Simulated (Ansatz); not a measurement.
# FeBrO: relaxation (Ansatz)

Input:

```yaml
crystal:
  lattice:
    - [3.8906, 0.0, 0.0]
    - [0.0, 7.936825, 0.0]
    - [0.0, 0.0, 3.423728]
  atoms:
    - { symbol: Fe, position: [0.0, 0.097, 0.5] }
    - { symbol: Fe, position: [0.5, 0.903, 0.0] }
    - { symbol: Br, position: [0.0, 0.305, 0.0] }
    - { symbol: Br, position: [0.5, 0.695, 0.5] }
    - { symbol: O, position: [0.0, 0.917, 0.0] }
    - { symbol: O, position: [0.5, 0.083, 0.5] }
  symmetry: { detect: false }
kpoints:
  mp_grid: { grid: [6, 4, 6], shift: [0, 0, 0] }
magnetization:
  spin_polarized: false
scf:
  occupations: { method: fermi_dirac, width: 0.0296 }
hamiltonian:
  pseudopotentials: { kind: paw }
  xc: pbe
basis:
  ecutwfc: 420
  ecutrho_ratio: 12
output:
  forces: true
  stress: true
  eigenvalues: true
relax:
  max_steps: 40
  cell: {}
```

Run with:

```bash
ansatz run input.yaml --threads 1 --pin off --max-ram 2560MiB --backend cpu --events-out ev --progress --plain --runs-dir out
```

Origin of the cell: a known structure type with other elements, at an estimated volume, so it need not be a known compound.

The program first moved the atoms by about 0.01 Å at random, to leave a saddle point that the symmetry would hold.

Output (shortened):

```
the start keeps a symmetry that the run doesn't impose, so 6 atoms are moved at random by 1.00e-2 Å, to let the relaxation leave a saddle point. relax.escape_saddle: false keeps them in place
Pseudopotentials: kind: paw
Pseudopotential: Fe, paw, valence charge 16, recommended cutoff 420 eV (normal), Fe.paw.azcp
Pseudopotential: Br, paw, valence charge 7, recommended cutoff 420 eV (normal), Br.paw.azcp
Pseudopotential: O, paw, valence charge 6, recommended cutoff 420 eV (normal), O.paw.azcp
Functional definition: PBE
  exchange = pbe_x(kappa = kappa, mu = beta*pi^2/3)
  correlation = pbe_c(beta = beta)
Crystal: 6 atoms, lattice volume = 105.721 Å³
Basis set: ecut = 420 eV, 2097 PW (Γ), exchange–correlation on 96×192×80 points (8 copies of the dense FFT grid, shifted against one another)
Bands: 35, of which v1, the nominal top of the filled ones, is band 29 counted from 1 (28 counted from 0)
Symmetry: 1 space group operations
[… 7 lines left out …]
Initial density: superposition of atomic densities (neutral atoms: chi_scale 0, normalization atom), corrected by the library's trained network
Functional: x = pbe(κ = 0.804, μ = 0.219515), c = pbe(β = 0.066725)
SCF iter   1: F=—  HF=-15660.333904 eV  Δρ=6.99e-3  dr2=2.15e-2  defer=1
SCF iter   2: F=—  HF=-15660.347152 eV  Δρ=1.34e-2  dr2=4.85e-2  defer=43
SCF iter   3: F=—  HF=-15660.337118 eV  Δρ=4.28e-3  dr2=6.49e-3  defer=43
SCF iter   4: F=—  HF=-15660.335837 eV  Δρ=9.51e-4  dr2=6.44e-4  defer=43
SCF iter   5: F=—  HF=-15660.335792 eV  Δρ=8.02e-4  dr2=4.33e-4  defer=43
SCF iter   6: F=—  HF=-15660.335741 eV  Δρ=3.73e-4  dr2=8.35e-5  defer=43
SCF iter   7: F=—  HF=-15660.335730 eV  Δρ=1.52e-4  dr2=1.53e-5  defer=43
SCF iter   8: F=—  HF=-15660.335731 eV  Δρ=1.00e-4  dr2=4.50e-6  defer=43
SCF iter   9: F=—  HF=-15660.335730 eV  Δρ=3.60e-5  dr2=9.81e-7  defer=43
SCF iter  10: F=—  HF=-15660.335730 eV  Δρ=1.91e-5  dr2=2.63e-7  defer=43
SCF iter  11: F=-15660.335730 eV  HF=-15660.335730 eV  Δρ=1.44e-5  dr2=8.15e-8
relax step   1: F+E_penalty+E_count = -15660.335730 eV  Δ(F+E_penalty+E_count) = +0.000e0 eV  max|allowed force component| = 1.903e0 eV/Å  Δτ_max = 0.0000 Å  P = -8.855 GPa  Ω = 105.721 Å³  ( […]
relax step   2: F+E_penalty+E_count = -15660.997854 eV  Δ(F+E_penalty+E_count) = -6.621e-1 eV  max|allowed force component| = 9.569e-1 eV/Å  Δτ_max = 0.1478 Å  P = -4.835 GPa  Ω = 102.390 Å³ […]
relax step   3: F+E_penalty+E_count = -15661.222605 eV  Δ(F+E_penalty+E_count) = -2.248e-1 eV  max|allowed force component| = 2.466e-1 eV/Å  Δτ_max = 0.1707 Å  P = +3.071 GPa  Ω = 99.232 Å³ […]
relax step   4: F+E_penalty+E_count = -15661.244771 eV  Δ(F+E_penalty+E_count) = -2.217e-2 eV  max|allowed force component| = 7.302e-2 eV/Å  Δτ_max = 0.0161 Å  P = -0.661 GPa  Ω = 102.706 Å³ […]
relax step   5: F+E_penalty+E_count = -15661.248367 eV  Δ(F+E_penalty+E_count) = -3.596e-3 eV  max|allowed force component| = 6.916e-3 eV/Å  Δτ_max = 0.0108 Å  P = +0.032 GPa  Ω = 101.623 Å³ […]
[… 8 lines left out …]
relax step  14: F+E_penalty+E_count = -15661.257785 eV  Δ(F+E_penalty+E_count) = -2.988e-3 eV  max|allowed force component| = 4.026e-3 eV/Å  Δτ_max = 0.0000 Å  P = +0.074 GPa  Ω = 105.869 Å³  stress off target by 1.26e-1 GPa […]
relax step  15: F+E_penalty+E_count = -15661.257079 eV  Δ(F+E_penalty+E_count) = +7.060e-4 eV  max|allowed force component| = 3.355e-3 eV/Å  Δτ_max = 0.0105 Å  P = +0.001 GPa  Ω = 106.429 Å³ […]
relax step  16: F+E_penalty+E_count = -15661.256180 eV  Δ(F+E_penalty+E_count) = +8.990e-4 eV  max|allowed force component| = 1.175e-3 eV/Å  Δτ_max = 0.0126 Å  P = +0.006 GPa  Ω = 107.003 Å³ […]
relax step  17: F+E_penalty+E_count = -15661.258307 eV  Δ(F+E_penalty+E_count) = -2.127e-3 eV  max|allowed force component| = 1.127e-3 eV/Å  Δτ_max = 0.0000 Å  P = +0.020 GPa  Ω = 107.003 Å³  stress off target by 4.75e-2 GPa […]
WARN: the relaxation ended near the 8 symmetry operations of its rattled start. A stable structure does so, and so can a saddle point along a move or strain that wasn't checked. `relax.random […]
SCF 17 converged in 8 iterations: F = -15661.258307 eV  dr2 = 2.10e-11
basis re-selected at this cell: Δ(F+E_penalty+E_count) = -2.127e-3 eV, ΔP = +0.014 GPa vs the last step (what re-selecting the basis moved, of the pressure what is left beyond the Pulay corre […]
SCF converged after 8 iterations
Free energy (F): -15661.258307 eV
Harris-Foulkes:  -15661.258307 eV  (|F-HF|=1.64e-11)
Internal energy: -15661.233283 eV  (E = F + TS)
E sigma→0 (E₀):  -15661.245795 eV
Entropy (-TS):   -0.025024 eV (-4.171 meV/atom)
Fermi energy:    6.577426 eV
--- Per-component energies (eV) ---
  E_band       = -851.510707
  E_kinetic    = 1312.525289
  E_local      = -14277.225572  (includes V_loc(G=0)·N_el)
  E_nonlocal   = 675.994268
  E_hartree    = 6408.539383
  E_xc         = -908.726051
  E_vxc        = -694.512988  (∫ρ·V_xc dr)
  E_paw        = -7538.415956  (= ΣΔE_a)
  E_vpaw       = -685.369905  (= ΣTr[D̂ρ^β])
  E_aug_tail   = -0.000024  (compensation charges beyond the density's cutoff)
  E_ewald      = -1333.924620
  E_smearing   = -0.025024  (= −TS)
  Σ components = -15661.258307   (vs F -15661.258307, Δ=0.00e0)
--- Forces (eV/Å), atoms counted from 1 ---
  atom   1  Fe     0.000104     0.000312     0.000342
  atom   2  Fe    -0.000110    -0.000387     0.000150
  atom   3  Br     0.000046     0.000467    -0.000068
  atom   4  Br    -0.000042    -0.000480     0.000027
  atom   5  O     -0.000011    -0.001040    -0.000206
  atom   6  O      0.000014     0.001127    -0.000245
  max |Σ_I F_I| component: 5.67e-7 eV/Å
--- Stress (GPa, compression-positive) ---
        0.006825      -0.000264       0.000042
       -0.000264       0.047500       0.000367
        0.000042       0.000367       0.006989
  P = ⅓ Tr σ = 0.0204 GPa (0.204 kbar)
--- Relaxed structure (13 steps of the walk, 13 accepted, 4 SCFs on fresh bases) ---
  F+E_penalty+E_count = -15661.258307 eV   max|allowed force component| = 1.127e-3 eV/Å   (the final SCF, on the basis selected at the relaxed cell)
  cell:  # Å, volume = 107.0030 Å³
    - [3.696477, 0.001854, -1.043e-5]
    - [0.003782, 8.888516, -0.003254]
    - [-9.184e-6, -0.001404, 3.256708]
  atoms:
    - { symbol: Fe, position: [3.357e-6, 0.090217, 0.501051] }
    - { symbol: Fe, position: [0.500415, 0.910943, 0.000678] }
    - { symbol: Br, position: [-0.000424, 0.285685, 0.001519] }
    - { symbol: Br, position: [0.500842, 0.715476, 0.500294] }
    - { symbol: O, position: [0.000309, 0.957319, 0.000864] }
    - { symbol: O, position: [0.500109, 0.043841, 0.501075] }
```

Caveats: no spin polarisation, so a magnetic state may lie lower; the displaced walk ended near the symmetry of the start; the k mesh is coarse if the cell is a metal; the program displaced the start to leave a saddle point.

It ran for 9 min on 1 thread of Arm Neoverse V2, with other jobs on the host, peak memory 0.68 GiB, from the program's own first density.
